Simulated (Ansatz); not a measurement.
The cell below belongs to a search over invented structures; it isn't taken from experiment.

Input and command of a plane-wave DFT calculation in Ansatz:

```yaml
crystal:
  lattice:
    - [0.0, 5.4669817461, 5.4669817461]
    - [5.4669817461, 0.0, 5.4669817461]
    - [5.4669817461, 5.4669817461, 0.0]
  atoms:
    - { symbol: Ca, position: [0.25, 0.25, 0.25], spin: 0.31 }
    - { symbol: Al, position: [0.0, 0.0, 0.0] }
    - { symbol: Pd, position: [0.5, 0.5, 0.5], spin: 1.25 }
    - { symbol: C, position: [0.8103776748, 0.1896223252, 0.1896223252] }
    - { symbol: C, position: [0.8103776748, 0.1896223252, 0.8103776748] }
    - { symbol: C, position: [0.8103776748, 0.8103776748, 0.1896223252] }
    - { symbol: C, position: [0.1896223252, 0.8103776748, 0.8103776748] }
    - { symbol: C, position: [0.1896223252, 0.8103776748, 0.1896223252] }
    - { symbol: C, position: [0.1896223252, 0.1896223252, 0.8103776748] }
    - { symbol: "N", position: [0.7035744425, 0.2964255575, 0.2964255575] }
    - { symbol: "N", position: [0.7035744425, 0.2964255575, 0.7035744425] }
    - { symbol: "N", position: [0.7035744425, 0.7035744425, 0.2964255575] }
    - { symbol: "N", position: [0.2964255575, 0.7035744425, 0.7035744425] }
    - { symbol: "N", position: [0.2964255575, 0.7035744425, 0.2964255575] }
    - { symbol: "N", position: [0.2964255575, 0.2964255575, 0.7035744425] }
basis:
  ecutwfc: 420
kpoints:
  mp_grid: { grid: [6, 6, 6] }
hamiltonian:
  xc: pbe
scf:
  occupations: { method: gaussian, width: 0.1 }
output:
  forces: true
  stress: true
  eigenvalues: true
  populations: true
magnetization:
  spin_polarized: true
relax:
  adjacent_minimum: "off"
  f_tol: 0.01
  max_steps: 80
  cell: { stress_tol: 0.05 }
```

```bash
ansatz run input.yaml --threads 1 --pin off --max-ram 2560MiB --backend cpu --events-out ev --progress --plain --runs-dir out
```

Processor: Arm Neoverse V2, 1 thread, on a host shared with other jobs.

Problem. Estimate time, memory and problem size.

Solution. About 5.6 min, peak memory 0.88 GiB. It solves 59 bands at 16 k points (after reduction by symmetry) with about 6375 plane waves (on the last cell), in 70 SCF iterations over 4 ionic steps.
